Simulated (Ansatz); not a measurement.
**CuSnF₆: single run (Ansatz)**

Launch command:

```bash
ansatz run input.yaml --threads 1 --pin off --max-ram 2560MiB --backend cpu --events-out ev --progress --plain --runs-dir out
```

The input file (Ansatz 0.2.0, plane waves):

```yaml
crystal:
  lattice:
    - [5.43689029, 0.0, 0.0]
    - [-2.23706843, 4.52041415, 0.0]
    - [-0.2286201, -3.03237789, 4.21783337]
  atoms:
    - { symbol: F, position: [0.748, 0.118, 0.871] }
    - { symbol: F, position: [0.252, 0.882, 0.129] }
    - { symbol: F, position: [0.737, 0.876, 0.266] }
    - { symbol: F, position: [0.263, 0.124, 0.734] }
    - { symbol: Sn, position: [0.5, 0.0, 0.5] }
    - { symbol: Cu, position: [0.0, 0.0, 0.0], spin: 0.8 }
    - { symbol: F, position: [0.25, 0.497, 0.364] }
    - { symbol: F, position: [0.75, 0.503, 0.636] }
kpoints:
  mp_grid: { grid: [4, 5, 4], shift: [0.5, 0.0, 0.5] }
magnetization:
  spin_polarized: true
scf:
  occupations: { method: fermi_dirac, width: 0.0185 }
  eigensolver: { kind: davidson }
hamiltonian:
  pseudopotentials: { kind: paw }
  xc: r2scan
basis:
  ecutwfc: 500
output:
  forces: true
  stress: true
  eigenvalues: true
  write_density: true
  write_potential: true
  elf: true
  volumetric_format: npy
```

Origin of the cell: a database entry, scaled a little.

Output (shortened):

```
Pseudopotentials: kind: paw
Pseudopotential: F, paw, valence charge 7, recommended cutoff 500 eV (meta_gga), F.paw.azcp
Pseudopotential: Sn, paw, valence charge 14, recommended cutoff 500 eV (meta_gga), Sn.paw.azcp
Pseudopotential: Cu, paw, valence charge 19, recommended cutoff 500 eV (meta_gga), Cu.paw.azcp
Functional definition: r2SCAN
  exchange = r2scan_x(k0 = k0, k1 = k1, a1 = a1)
  correlation = r2scan_c
Crystal: 8 atoms, lattice volume = 103.662 Å³
Basis set: ecut = 500 eV, 2631 PW (Γ), exchange–correlation on 160×160×160 points (64 copies of the dense FFT grid, shifted against one another)
Bands: 46, of which v1, the nominal top of the filled ones, is band 38 counted from 1 (37 counted from 0)
Symmetry: 2 space group operations
[… 14 lines left out …]
Starting moments: Σ|m| = 0.8 μB on 1 of 8 sites
Functional: x = r2scan, c = r2scan; τ floored in thin density (d = 2e-4 eV/Å³)
SCF iter   1: F=—  HF=-17535.116666 eV  Δρ=1.29e-1  dr2=2.83e1  dr2_τ=3.46e-2  dr2_m=1.36e0  M=0.197 μB ∫|m|=0.212 μB
SCF iter   2: F=—  HF=-17529.814287 eV  Δρ=4.18e-2  dr2=3.96e0  dr2_τ=6.47e-2  dr2_m=1.54e-1  M=0.912 μB ∫|m|=0.947 μB  κ⁻¹=1.0e0(r=1)
SCF iter   3: F=—  HF=-17529.375770 eV  Δρ=2.41e-2  dr2=1.36e0  dr2_τ=1.29e-2  dr2_m=8.48e-2  M=1.000 μB ∫|m|=1.064 μB  defer=20  κ⁻¹=4.1e-2(r=2)
SCF iter   4: F=—  HF=-17529.371716 eV  Δρ=1.36e-2  dr2=4.54e-1  dr2_τ=3.24e-3  dr2_m=5.06e-3  M=1.000 μB ∫|m|=1.082 μB  defer=35  κ⁻¹=1.3e-2(r=3)
SCF iter   5: F=—  HF=-17529.755649 eV  Δρ=9.71e-3  dr2=1.89e-1  dr2_τ=1.04e-3  dr2_m=4.55e-3  M=1.000 μB ∫|m|=1.083 μB  defer=57  κ⁻¹=3.9e-3(r=4)
SCF iter   6: F=—  HF=-17529.908692 eV  Δρ=6.95e-3  dr2=8.46e-2  dr2_τ=5.93e-4  dr2_m=3.43e-3  M=1.000 μB ∫|m|=1.079 μB  defer=44  κ⁻¹=2.1e-4(r=5)
SCF iter   7: F=—  HF=-17529.889495 eV  Δρ=2.82e-3  dr2=2.22e-2  dr2_τ=3.26e-4  dr2_m=6.50e-4  M=1.000 μB ∫|m|=1.077 μB  defer=9  κ⁻¹=9.7e-5(r=6)
SCF iter   8: F=—  HF=-17529.887796 eV  Δρ=2.92e-3  dr2=1.07e-2  dr2_τ=7.08e-5  dr2_m=5.76e-4  M=1.000 μB ∫|m|=1.079 μB  defer=21  κ⁻¹=3.4e-5(r=7)
SCF iter   9: F=—  HF=-17529.892408 eV  Δρ=1.90e-3  dr2=4.58e-3  dr2_τ=3.61e-5  dr2_m=3.99e-4  M=1.000 μB ∫|m|=1.079 μB  defer=7  κ⁻¹=2.9e-5(r=8)
SCF iter  10: F=—  HF=-17529.896174 eV  Δρ=7.17e-4  dr2=1.62e-3  dr2_τ=1.70e-5  dr2_m=4.02e-6  M=1.000 μB ∫|m|=1.079 μB  defer=11  κ⁻¹=1.8e-4(r=8)
SCF iter  11: F=—  HF=-17529.897188 eV  Δρ=6.71e-4  dr2=1.12e-3  dr2_τ=5.41e-6  dr2_m=1.49e-5  M=1.000 μB ∫|m|=1.079 μB  defer=18  κ⁻¹=1.1e-4(r=8)
SCF iter  12: F=—  HF=-17529.896663 eV  Δρ=2.51e-4  dr2=2.42e-4  dr2_τ=2.57e-6  dr2_m=1.78e-6  M=1.000 μB ∫|m|=1.080 μB  defer=21  κ⁻¹=1.2e-4(r=8)
SCF iter  13: F=—  HF=-17529.896912 eV  Δρ=2.91e-4  dr2=1.36e-4  dr2_τ=8.13e-7  dr2_m=1.84e-6  M=1.000 μB ∫|m|=1.080 μB  defer=8  κ⁻¹=8.8e-5(r=8)
SCF iter  14: F=—  HF=-17529.896955 eV  Δρ=9.86e-5  dr2=2.02e-5  dr2_τ=2.04e-7  dr2_m=2.44e-7  M=1.000 μB ∫|m|=1.080 μB  defer=5  κ⁻¹=7.3e-5(r=8)
SCF iter  15: F=—  HF=-17529.896965 eV  Δρ=8.28e-5  dr2=1.20e-5  dr2_τ=1.25e-7  dr2_m=2.01e-7  M=1.000 μB ∫|m|=1.080 μB  defer=5  κ⁻¹=3.6e-5(r=8)
SCF iter  16: F=—  HF=-17529.896969 eV  Δρ=4.17e-5  dr2=3.30e-6  dr2_τ=2.60e-8  dr2_m=8.17e-8  M=1.000 μB ∫|m|=1.080 μB  defer=2  κ⁻¹=6.7e-5(r=8)
SCF iter  17: F=—  HF=-17529.896971 eV  Δρ=2.09e-5  dr2=1.28e-6  dr2_τ=9.16e-9  dr2_m=1.14e-8  M=1.000 μB ∫|m|=1.079 μB  defer=2  κ⁻¹=8.9e-5(r=8)
SCF iter  18: F=—  HF=-17529.896971 eV  Δρ=1.71e-5  dr2=7.43e-7  dr2_τ=3.23e-9  dr2_m=1.32e-8  M=1.000 μB ∫|m|=1.079 μB  defer=2  κ⁻¹=6.1e-5(r=8)
SCF iter  19: F=-17529.896971 eV  HF=-17529.896971 eV  Δρ=3.92e-6  dr2=6.10e-8  dr2_τ=6.38e-10  dr2_m=3.14e-10  M=1.000 μB ∫|m|=1.079 μB  defer=1
SCF 1 converged in 19 iterations: F = -17529.896971 eV  dr2 = 6.10e-8
this state was not tested for a lower state beside it, because the mixer in use, unlike msr1, does not test its closes by its own steps (another_mixer; see scf.mixing.algorithm and scf.lower_state_search)
SCF converged after 19 iterations
Magnetization: 1.0000 μB (38.0000 up, 37.0000 down)
Absolute magnetization: 1.0623 μB (∫|ρ↑−ρ↓|, with the PAW one-centre terms)
Spin contamination: 0.0011 ħ² per cell (⟨S²⟩ above its minimum at these occupations)
Per-site moments (μB) at R_I (Å): [(0.040264, 0.796197), (0.040264, 0.796197), (0.004242, 0.784716), (0.004242, 0.784716), (0.002648, 0.784716), (0.810510, 0.792409), (0.042407, 0.792409), (0.042407, 0.792409)]
Free energy (F): -17529.896971 eV
Harris-Foulkes:  -17529.896971 eV  (|F-HF|=9.44e-9)
Internal energy: -17529.896971 eV  (E = F + TS)
E sigma→0 (E₀):  -17529.896971 eV
Fermi energy:    4.846160 eV
--- Per-component energies (eV) ---
  E_band       = -1027.689755
  E_kinetic    = 1733.327731
  E_local      = -10731.276915  (includes V_loc(G=0)·N_el)
  E_nonlocal   = 805.349222
  E_hartree    = 4652.473508
  E_xc         = -926.099477
  E_vxc        = -914.865258  (∫ρ·V_xc dr)
  E_paw        = -7070.302293  (= ΣΔE_a)
  E_vpaw       = -1290.507857  (= ΣTr[D̂ρ^β])
  E_aug_tail   = 0.006533  (compensation charges beyond the density's cutoff)
  E_vtau       = 65.321611  (kinetic-family band-sum trace: ∫τ·v_τ [+ j·A + Jᵃ·Aᵃ] dr)
  E_ewald      = -5993.621142
  E_core_change = 0.245863  (= ΣΔE_core)
  E_smearing   = -0.000000  (= −TS)
  Σ components = -17529.896971   (vs F -17529.896971, Δ=0.00e0)
--- Forces (eV/Å), atoms counted from 1 ---
  atom   1  F      0.355117    -0.201091     0.729248
  atom   2  F     -0.355117     0.201091    -0.729248
  atom   3  F      0.769131    -0.048589    -0.448248
  atom   4  F     -0.769131     0.048589     0.448248
  atom   5  Sn     0.000000     0.000000     0.000000
  atom   6  Cu     0.000000     0.000000     0.000000
  atom   7  F     -0.094032    -0.695354    -0.151422
  atom   8  F      0.094032     0.695354     0.151422
  max |Σ_I F_I| component: 0.00e0 eV/Å
--- Stress (GPa, compression-positive) ---
        6.866057       0.268584      -0.598920
        0.268672       5.825791      -0.579594
       -0.598880      -0.579615       6.343263
  P = ⅓ Tr σ = 6.3450 GPa (63.450 kbar)
```

Caveats: one start, so the magnetic state may not be the lowest.

The run took 120 s of wall time on 1 CPU thread(s) of a shared host, from the program's own first density.
